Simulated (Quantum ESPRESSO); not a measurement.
# NbHf2O5F3: convergence and cost over cutoff and k mesh

A calculation, not a measurement. The program is pw.x of Quantum ESPRESSO 7.5 (plane-wave density functional theory). The cell is made up: 11 atoms on a rutile lattice with one site empty, with randomly drawn elements, strain and displacements, not relaxed. PseudoDojo standard norm-conserving files (v0.5 for PBE, v0.4.1 for LDA and PBEsol) set the functional; there is no spin polarisation, spin-orbit coupling or dispersion term, and the masses in the input are unused placeholders.

The hafnium pseudopotential is less sure than the others, with forces about 3 percent (worst 6) and pressure in oxides about 1.5 GPa (worst 2.7) from a second method in checks, which no rerun with the same files tests.

Input of the run in row 4:

```
&control calculation='scf', pseudo_dir='./dojo.nc.sr.pbe.v0_5.standard.upf', outdir='./o', disk_io='medium', tprnfor=.true., tstress=.true. /
&system ibrav=0, nat=11, ntyp=4, nbnd=50, ecutwfc=84.00895049, nosym=.true., tot_charge=0,
 occupations='smearing', smearing='fd', degauss=0.0018374661
/
&electrons conv_thr=7.350e-09, electron_maxstep=60, /
ATOMIC_SPECIES
F 1.0 F.upf
Hf 1.0 Hf.upf
Nb 1.0 Nb.upf
O 1.0 O.upf
CELL_PARAMETERS angstrom
4.7369 0.0513 -0.0399
0.0513 4.7368 0.0156
-0.0523 0.0204 6.1474
ATOMIC_POSITIONS angstrom
Nb 2.4239 2.4553 1.525
Hf -0.0002 0.0419 3.0142
Hf 2.4346 2.408 4.5047
O 1.4066 1.4126 -0.0341
F 3.3032 3.2929 -0.0874
F 3.7678 1.0523 1.4232
O 0.9802 3.7128 1.522
O 1.4312 1.359 2.9241
O 3.2974 3.3818 2.9904
F 3.8374 0.9808 4.5216
O 0.9315 3.6603 4.6086
K_POINTS automatic
5 5 4 1 1 1
```

The same cell was run at these settings. Meshes are shifted by half a step, and differences are from the last row, which is itself not exact.

```
cutoff (eV)     k mesh  k points solved  threshold (eV)  free energy less the last row's (eV)  pressure (GPa)  largest stress difference (GPa)  largest force difference (eV/Å)  iterations  wall time (s)  k-point pools              processor
        800  2 x 2 x 2                4           1e-04                                 1.599           -3.88                            13.67                            0.051          12             25              4        AMD EPYC, older
       1143  1 x 1 x 1                1           1e-07                                 0.512           10.85                             4.55                            0.742          16             74              1  AMD EPYC, Zen 5 class
        616  5 x 5 x 4               50           1e-07                                13.873          -56.70                            66.37                            0.125          16            458              1  AMD EPYC, Zen 5 class
       1143  5 x 5 x 4               50           1e-07                                 0.004            9.54                             0.03                            0.001          16           1020              1  AMD EPYC, Zen 5 class
       1467  7 x 7 x 6              147           1e-07                                 0.000            9.57                             0.00                            0.000          16           1306              4      Intel Xeon, older
```

Each pool is one process. Wall times include start-up and a band step at six k points, which weighs most on the coarsest meshes. The runs were on shared virtual cores whose load varied, so times are rough.